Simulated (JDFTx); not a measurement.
System: MgB2(1 0 -1 0) (P6/mmm bulk; lattice of mp-763, not re-optimised at this level), 1x1 cell of 12 atoms in 12 planes (B outermost, slab composition Mg4B8), area 10.78 Å² a face, 9.7 Å between the outermost planes in a cell 25.7 Å high; k mesh 8×6×1, Fermi width 0.01 Ha, no spin polarisation. Whether this polymorph is the ambient one wasn't checked.

All numbers are PBE, GBRV ultrasoft potentials, plane waves to 20/100 Ha results from a modified build of JDFTx, not measurements. Vacuum. The outer atoms relax from bulk positions, keeping the cell's symmetry; the lattice is not PBE's own optimum in this code, and that strain can shift the moves by a few hundredths of an ångström. Input:

```
lattice \
  5.7877776044 0.0000000000 0.0000000000 \
  0.0000000000 6.6534800204 0.0000000000 \
  0.0000000000 0.0000000000 48.5659614029
coords-type Lattice
ion B 0.2500000000 0.5000000000 -0.1892134100 1
ion B 0.2500000000 0.5000000000 -0.1204085330 0
ion B 0.7500000000 0.5000000000 -0.0860060950 0
ion B 0.7500000000 0.5000000000 -0.0172012190 0
ion B 0.2500000000 0.5000000000 0.0172012190 0
ion B 0.2500000000 0.5000000000 0.0860060950 0
ion B 0.7500000000 0.5000000000 0.1204085330 0
ion B 0.7500000000 0.5000000000 0.1892134100 1
ion Mg 0.7500000000 0.0000000000 -0.1548109720 1
ion Mg 0.2500000000 0.0000000000 -0.0516036570 0
ion Mg 0.7500000000 0.0000000000 0.0516036570 0
ion Mg 0.2500000000 0.0000000000 0.1548109720 1
ion-species pseudo/b_pbe_v1.4.upf
ion-species pseudo/mg_pbe_v1.4.upf
elec-cutoff 20 100
elec-ex-corr gga-PBE
coulomb-interaction Slab 001
coulomb-truncation-embed 0 0 0
kpoint-folding 8 6 1
elec-smearing Fermi 0.01
lcao-params 10
elec-n-bands 48
electronic-scf nIterations 100 energyDiffThreshold 1e-07
ionic-minimize nIterations 10 energyDiffThreshold 1e-5 knormThreshold 4e-4
dump-name vac.$VAR
dump End State Ecomponents EigStats BandEigs Forces ElecDensity IonicPositions Fillings Kpoints Dtot
```

Problem. How far do the free atoms of the upper face move along the normal, and how much energy is released?

Solution. B (atom 8) -0.14 Å, Mg (atom 12) 0.40 Å (positive: outward). The free energy falls by 0.608 eV per cell, 452 mJ/m².
